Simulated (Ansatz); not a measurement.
KTaO$_{3}$ (cubic perovskite, Pm-3m) under volume change, DFT-r²SCAN in the program Ansatz with PAW potentials, scaled uniformly.

| V (Å³/atom) | E − E(relaxed) (meV/atom) | P (GPa) |
|---|---|---|
| 11.562 | 79.6 | 24.25 |
| 11.943 | (withheld) | (withheld) |
| 12.324 | 7.9 | 6.82 |
| 12.705 | 0.0 | 0.01 |
| 13.087 | 7.1 | -5.78 |
| 13.468 | (withheld) | (withheld) |
| 13.849 | 57.4 | -14.88 |

Problem. Fill in the missing entries.

Solution. 
- 11.943, E − E(relaxed) (meV/atom): 33.4
- 11.943, P (GPa): 14.83
- 13.468, E − E(relaxed) (meV/atom): 26.8
- 13.468, P (GPa): -10.70

Problem. What does a third-order Birch–Murnaghan fit give for V₀, B₀ and B′?

Solution. V₀ = 12.71 Å³/atom, B₀ = 209 GPa, B′ = 4.4.

The cell was relaxed with r²SCAN under the symmetry of its start. No spin polarisation was allowed. Scalar-relativistic: spin–orbit coupling is off unless named, which matters more the heavier the elements.

Potentials: the later of the program's two PAW sets.
